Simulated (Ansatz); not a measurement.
ZnS (wurtzite)

```yaml
crystal:
  lattice:
    - [3.84511, 0.00000, 0.00000]
    - [-1.92255, 3.32996, 0.00000]
    - [0.00000, 0.00000, 6.30566]
  atoms:
    - { symbol: Zn, position: [0.66667, 0.33333, 0.99985] }
    - { symbol: Zn, position: [0.33333, 0.66667, 0.49985] }
    - { symbol: S, position: [0.66667, 0.33333, 0.62535] }
    - { symbol: S, position: [0.33333, 0.66667, 0.12535] }
```

Scan: atom 3 (S, nearest neighbour Zn at 2.357 Å; its periodic images, 3.8 Å or more away, move with it) is displaced along Cartesian z, direction (0.000, 0.000, 1.000) in Cartesian axes, by s. The other atoms stay.

These are PBE (plane waves to 420 eV, PAW, scalar-relativistic; Ansatz, an electronic-structure program) values and carry that method's errors. k mesh 8×8×4 (Γ-centred), Fermi-Dirac smearing 0.05 eV. F∥ is the force on the atom along that direction. ZnS was relaxed with its symmetry unable to fall. 

```
s (Å)   F∥ (eV/Å)
------  ---------
-0.240      1.462
-0.192      1.252
-0.144      1.005
-0.096      0.717
-0.048      0.384
0.000       0.000
0.048      -0.443
0.096      -0.954
0.144      -1.543
0.192      -2.227
0.240      -3.021
```

**Question.** What is the force constant k = d²E/ds² of this move at s = 0?

**Answer.** 8.59 eV/Å². The forces along the line at the two nearest points give (0.384 − (-0.443)) / (2·0.048) = 8.61 eV/Å²; the next pair corrects for the finite step.

(For displaced atoms, the force is minus the slope of the energy, and its curvature is a force constant, which sets phonon frequencies.)
